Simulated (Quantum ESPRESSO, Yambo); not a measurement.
For CaHBr (space group P4/nmm, No. 129), Yambo gives the independent-particle static dielectric constant along x as 4.6 on PBEsol bands and 3.76 after a scissor of 2.27 eV widens every gap (4×4×2 mesh, 178 bands, 3 Ry local-field block, 0.2 eV broadening). Axes are Cartesian, with cell vectors (Å) (3.82, 0.00, 0.00), (0.00, 3.82, 0.00), (0.00, 0.00, 7.77).

### Question
A scissor keeps the position matrix elements. In a one-oscillator model, how does ε − 1 scale, and what mean transition energy do the two values imply?

### Answer
Each transition adds |r|²/E to ε − 1, so ε − 1 ∝ 1/(E0 + Δ). Then (3.76 − 1)/(4.6 − 1) = E0/(E0 + Δ) = 0.767, and E0 = Δ(ε' − 1)/(ε − ε') = 7.5 eV. The computed Im ε, weighted by 1/E up to 20 eV, has its mean at 7.6 eV; the smallest direct PBEsol gap is 3.70 eV. The scissor comes from a G0W0 run whose convergence isn't established. Convergence of the RPA response with its 4×4×2 mesh was not tested.

Bands from Quantum ESPRESSO.

Spin-orbit coupling is included.

Geometry relaxed with PBE+D3(BJ); primitive cell a = 3.822 Å, b = 3.822 Å, c = 7.774 Å, α = 90.00°, β = 90.00°, γ = 90.00°.
